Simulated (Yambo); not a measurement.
Here is the system:

```
KMo2AlO8
1.0
    5.63790     0.00000     0.00000
   -2.81895     4.88256     0.00000
    0.00000     0.00000     7.31833
O Al K Mo
8 1 1 2
Direct
  0.15707   0.84293   0.84568
  0.84293   0.15707   0.15432
  0.15707   0.31414   0.84568
  0.84293   0.68586   0.15432
  0.68586   0.84293   0.84568
  0.31414   0.15707   0.15432
  0.66667   0.33333   0.46894
  0.33333   0.66667   0.53106
  0.00000   0.00000   0.00000
  0.00000   0.00000   0.50000
  0.66667   0.33333   0.22970
  0.33333   0.66667   0.77030
```

Workflow: PBEsol (Quantum ESPRESSO, PseudoDojo norm-conserving, 84 Ry, without SOC), then G0W0 in Yambo (3×3×2 Γ-centred k mesh, bands 3 to 226 and a 6 Ry block in the screening, 226 bands in G with the Bruneval-Gonze terminator, plasmon pole fitted at 27.2 eV).

Task: Give the PBEsol and G0W0 gaps between the band edges found on this mesh, and say where the edges lie.

Result: Edges: Γ → Γ. PBEsol: 3.68 eV; G0W0: 6.34 eV. Nearest settings tried, and what they do to the gap: 97 bands in W, 97 bands in G: +182 meV; 115 bands in W: +79 meV; 1 Ry block (35 vectors against 329): +853 meV. Not varied: mesh. So the settings aren't converged at that level. Spin-orbit splittings are left out.

Geometry of the Materials Project entry, not relaxed at this level.

The structure is a Materials Project entry; no match was found in the copy of COD used, and its stability was not checked.
